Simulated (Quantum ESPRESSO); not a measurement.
Kohn-Sham bands of BaTiO₃ (P4mm)

```
BaTiO3
1.0
    3.99038     0.00000     0.00000
    0.00000     3.99038     0.00000
    0.00000     0.00000     4.10266
Ba Ti O
1 1 3
Cartesian
  1.99519   1.99519  -1.71270
  0.00000   0.00000   0.41043
  0.00000   1.99519   0.26347
  1.99519   0.00000   0.26347
  0.00000   0.00000  -1.85042
```

Structure: Materials Project mp-5986, symmetrised, not relaxed again. COD (Crystallography Open Database) has the formula in 5 space groups, this one among them (matched by group alone). Computed values, not measurements, from PBEsol: Quantum ESPRESSO (norm-conserving PseudoDojo potentials, cutoff 68 Ry, no spin polarisation, no spin-orbit coupling) on a Γ-centred 8×8×8 mesh, then Wannier90. Density: 8×8×8 mesh, cold smearing 0.01 Ry. Spin-orbit coupling is left out although heavy elements are present.

Energies are relative to the valence-band maximum; weights are on the orthonormalised atomic waves of the pseudopotential files, averaged over the group. 40 electrons a cell are treated as valence.

Task: Into which isolated groups do the bands fall, where do they lie and what are they made of?

Result: 
```csv
bands,from (eV),to (eV),filling,weight on atomic waves
1,-56.29,-56.29,filled,Ti 3s 96 %
2–4,-32.75,-32.63,filled,Ti 3p 98 %
5,-24.82,-24.57,filled,Ba 5s 94 %
6–8,-17.03,-15.80,filled,"O 2s 85 %, Ti 3d 5 %, Ti 4s 4 %"
9–11,-10.73,-9.55,filled,"Ba 5p 91 %, O 2p 5 %"
12–20,-4.54,0.00,filled,"O 2p 82 %, Ti 3d 11 %"
```

The Kohn-Sham gap over both meshes and the path is 1.81 eV.
